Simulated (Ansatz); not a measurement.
GaAs:
```
CELL_PARAMETERS angstrom
      6.91572     0.00000     0.00000
      0.00000     6.91572     0.00000
      0.00000     0.00000     4.00357
ATOMIC_POSITIONS crystal
  Ga 0.32404 0.67596 0.00000
  Ga 0.67596 0.32404 0.00000
  Ga 0.82404 0.82404 0.50000
  Ga 0.17596 0.17596 0.50000
  As 0.31783 0.31783 0.00000
  As 0.68217 0.68217 0.00000
  As 0.18217 0.81783 0.50000
  As 0.81783 0.18217 0.50000
```

Relaxed with PBEsol. Independent-particle spectrum: no excitons, no local fields, no scissors shift; 0.1 eV broadening; ε₁ of the summed bands alone.

Question: Tabulate the dielectric function from PBEsol (plane waves, PAW; program Ansatz).

Answer: 

```
E (eV)  ε₁ xx  ε₂ xx  ε₁ zz  ε₂ zz
------  -----  -----  -----  -----
0.0     13.84   0.00  12.84   0.00
0.3     14.14   0.00  13.03   0.00
0.6     14.92   1.05  13.86   0.40
0.9     14.82   1.78  13.87   1.46
1.2     14.98   2.48  13.90   1.94
1.5     15.28   2.58  14.17   1.89
1.8     16.98   3.12  15.40   2.35
2.1     19.16   4.64  17.70   3.10
2.4     21.72   8.92  19.66   7.42
2.7     22.99  17.32  17.80  12.38
3.0      8.69  28.46  15.98  13.65
3.3      3.17  17.89  16.15  17.03
3.6      3.00  16.46  12.64  26.77
3.9      1.85  13.63   0.35  18.57
4.2      3.11  13.59  -0.64  19.40
4.5     -0.43  16.08  -1.69  14.42
4.8     -1.96  12.43  -1.87  13.07
5.1     -2.93  11.78  -2.11  12.52
5.4     -3.31  11.49  -3.45  13.98
5.7     -5.70   9.97  -6.58  11.48
6.0     -5.75   7.44  -7.68   8.17
6.3     -5.32   6.20  -6.47   5.98
6.6     -4.98   5.23  -5.56   4.58
6.9     -4.89   4.14  -4.82   3.96
7.2     -4.20   3.21  -4.18   3.38
7.5     -3.70   2.76  -3.79   3.19
7.8     -3.30   2.37  -3.65   2.77
8.1     -2.81   2.00  -3.35   2.42
8.4     -2.38   1.96  -3.23   1.90
8.7     -2.23   1.92  -2.73   1.66
9.0     -2.14   1.81  -2.49   1.57
9.3     -2.01   1.57  -2.46   1.27
9.6     -1.88   1.44  -2.10   1.08
9.9     -1.78   1.27  -1.86   0.98
10.2    -1.68   1.12  -1.72   0.89
10.5    -1.51   0.92  -1.60   0.71
10.8    -1.31   0.83  -1.34   0.58
11.1    -1.18   0.76  -1.14   0.55
11.4    -1.03   0.70  -1.02   0.56
11.7    -0.93   0.64  -0.93   0.47
12.0    -0.84   0.57  -0.79   0.43
```

Question: From ε at 1.9 eV (xx: 17.56 + 3.62i), find n, k, the normal reflectivity and the absorption coefficient.

Answer: n = 4.21, k = 0.430, R = 38 %, α = 2kE/ħc = 83000 cm⁻¹.

With all bands, ε∞ without local fields is 13.9 (xx = yy), 12.9 (zz).

Space group P4_2/mnm. The start of the workflow was typed in or built on a structure type; neither database checked (COD, Materials Project) lists it. It is not the phase usual at ambient conditions (space group No. 216). The PBEsol relaxation kept the symmetry of its start; of distortions, only those at the zone centre were tested. The volume moved by 16 % from the start of the relaxation. Spin–orbit coupling is left out wherever it is not named.

Potentials: the later of the program's two PAW sets.
